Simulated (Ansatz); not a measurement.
## TiAl: comparing deformations

Method: Ansatz, DFT PBEsol, scalar-relativistic, plane waves, PAW. Settings: plane waves to 420 eV, k-mesh 22×22×16 (Γ-centred), Gaussian smearing 0.15 eV. No spin polarisation. Energies are free energies at this smearing, counted from the undisturbed cell; pressure is positive in compression.

Zero of the scan (relaxed at this level; it needn't be the usual structure):

```yaml
crystal:
  lattice:
    - [2.79516, 0.00000, 0.00000]
    - [0.00000, 2.79516, 0.00000]
    - [0.00000, 0.00000, 4.03874]
  atoms:
    - { symbol: Ti, position: [0.00000, 0.00000, 0.00000] }
    - { symbol: Al, position: [0.50000, 0.50000, 0.50000] }
```

The cell is strained by ε times a Voigt pattern (xx, yy, zz, yz, xz, xy; engineering shear) with fractional coordinates fixed. τ = (1/V0) dE/dε comes from the stress tensor. Of each scan, only the three points used here are listed.

| pattern | ε | τ (GPa) |
| --- | --- | --- |
| (1, 0, 0, 0, 0, 0) | -0.0200 | -4.40 |
| (1, 0, 0, 0, 0, 0) | 0.0000 | -0.03 |
| (1, 0, 0, 0, 0, 0) | 0.0100 | 1.94 |
| (1, -1, 0, 0, 0, 0) | -0.0100 | -2.74 |
| (1, -1, 0, 0, 0, 0) | 0.0000 | 0.00 |
| (1, -1, 0, 0, 0, 0) | 0.0100 | 2.74 |

Q: Which constants do the scans give, and which deformation costs least for the same size of strain tensor?

A: The slope dτ/dε at zero (parabola through three points) is pᵀCp: (1, 0, 0, 0, 0, 0) gives C11 = 204 GPa; (1, -1, 0, 0, 0, 0) gives C11 + C22 − 2 C12 = 274 GPa. The size of the strain tensor, ε:ε, is ε² times 1.0, 2.0. Per unit of it the stiffnesses are 204, 137 GPa, so (1, -1, 0, 0, 0, 0) is the softest of these: at ε:ε = (1 %)² the quadratic term costs 0.67 meV/atom against 1.00 for the stiffest.

In a metal these slopes depend on the k mesh and the smearing.

Cost: 12 runs of about 5 core-minutes in all, on Intel Xeon Platinum 8375C (Ice Lake) (shared hosts).